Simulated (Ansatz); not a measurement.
## Ga$_{3}$Sb: a faulty run and its cure

Intended: Ga$_{3}$Sb, PBE, plane waves and PAW in Ansatz. The input:

```yaml
crystal:
  lattice:
    - [-2.158799, 2.158799, 4.760484]
    - [2.158799, -2.158799, 4.760484]
    - [2.158799, 2.158799, -4.760484]
  atoms:
    - { symbol: Ga, position: [0.7866572911, 0.2857323121, 0.5584297338] }
    - { symbol: Ga, position: [0.2879725296, 0.7813830889, 0.5305875629] }
    - { symbol: Ga, position: [0.5295527012, 0.5021944837, 0.0187546833] }
    - { symbol: Sb, position: [-0.0173855559, -0.0430452795, -0.0080461432] }
basis:
  ecutwfc: 420
kpoints:
  mp_grid: { grid: [6, 6, 6] }
hamiltonian:
  xc: pbe
scf:
  occupations: { method: gaussian, width: 0.1 }
output:
  forces: true
  stress: true
  eigenvalues: true
relax:
  adjacent_minimum: "off"
  f_tol: 0.005
  max_steps: 3
  cell: { stress_tol: 0.05 }
```

Command:

```bash
ansatz run input.yaml --threads 1 --pin off --max-ram 2560MiB --backend cpu --events-out ev --progress --plain --runs-dir out
```

Output, shortened (HF is the Harris–Foulkes energy, dr2 the density residual in eV):

```text
SCF iter   1: HF=-17833.110666 eV  Δρ=1.31e-3  dr2=1.73e-3
SCF iter   2: HF=-17833.108535 eV  Δρ=8.73e-4  dr2=8.35e-4
SCF iter   3: HF=-17833.108566 eV  Δρ=4.01e-4  dr2=1.50e-4
SCF iter   4: HF=-17833.108495 eV  Δρ=1.90e-4  dr2=2.85e-5
   ...
SCF 1 converged in 7 iterations: F = -17833.108487 eV  dr2 = 4.99e-8
relax step   1: F+E_penalty+E_count = -17833.10848675 eV  Δ(F+E_penalty+E_count) = +0.000e0 eV  max|allowed force component| = 8.135e-1 eV/Å  Δτ_max = 0.0000 Å  P = +1.375 GPa  Ω = 88.743 Å³  (7 SCF iters, dr2 threshold 1.00e-7 eV, accepted)
Crystal: 4 atoms, lattice volume = 88.772 Å³
Basis set: ecut = 420 eV, 1735 PW (Γ), exchange–correlation on 80×80×80 points (8 copies of the dense FFT grid, shifted against one another)
Initial density: handed on by an earlier stage of this run
SCF 2 converged in 7 iterations: F = -17833.272668 eV  dr2 = 1.81e-7
relax step   2: F+E_penalty+E_count = -17833.27266820 eV  Δ(F+E_penalty+E_count) = -1.642e-1 eV  max|allowed force component| = 1.418e-1 eV/Å  Δτ_max = 0.1696 Å  P = -0.080 GPa  Ω = 88.772 Å³  energy of the carried Pulay correction = -7.173e-6 eV  (7 SCF iters, dr2 threshold 4.00e-7 eV, accepted)
Crystal: 4 atoms, lattice volume = 87.917 Å³
Basis set: ecut = 420 eV, 1733 PW (Γ), exchange–correlation on 80×80×80 points (8 copies of the dense FFT grid, shifted against one another)
SCF iter   9: HF=-17833.292801 eV  Δρ=1.11e-6  dr2=8.30e-10
SCF iter  10: HF=-17833.292801 eV  Δρ=2.23e-7  dr2=7.83e-11
SCF iter  11: F=-17833.292801 eV  HF=-17833.292801 eV  Δρ=7.42e-8  dr2=6.68e-12
SCF 3 converged in 11 iterations: F = -17833.292801 eV  dr2 = 6.68e-12
relax step   3: F+E_penalty+E_count = -17833.29280135 eV  Δ(F+E_penalty+E_count) = -2.013e-2 eV  max|allowed force component| = 6.918e-2 eV/Å  Δτ_max = 0.0622 Å  P = +0.312 GPa  Ω = 87.917 Å³  energy of the carried Pulay correction = +2.063e-4 eV  (11 SCF iters, accepted)
Step failed. What follows is not a result of the run: it is the report of the last solve that finished, which converged after 11 SCF iterations.
Free energy (F): -17833.292801 eV
E sigma→0 (E₀):  -17833.288719 eV
Entropy (-TS):   -0.008165 eV (-2.041 meV/atom)
Fermi energy:    9.694540 eV
--- Forces (eV/Å), atoms counted from 1 ---
  atom   1  Ga    -0.03007503    -0.00842455     0.04434861
  atom   2  Ga    -0.04907684    -0.00420851     0.00633581
  atom   3  Ga     0.03536379     0.00470302    -0.06918007
  atom   4  Sb     0.04378816     0.00793010     0.01849571
--- Stress (GPa, compression-positive) ---
        0.632494       0.149795      -0.544665
        0.149795       0.646845       0.105863
       -0.544665       0.105863      -0.462630
  P = ⅓ Tr σ = 0.2722 GPa (2.722 kbar)
```

Task: Name the fault and the cure.

Result: The fault is a relaxation cut at too few steps. Forces or stress still stood over their tolerances at the last step allowed. The cure is more steps.

Fix:

```diff
 relax:
-  max_steps: 3
+  max_steps: 100
```

The mended run converges, with a pressure of -0.01 GPa, a largest force of 0.001 eV/Å, no gap.

Time of the mended run: 5.6 min on 1 thread of Arm Neoverse V2 (shared host), peak memory 0.53 GiB.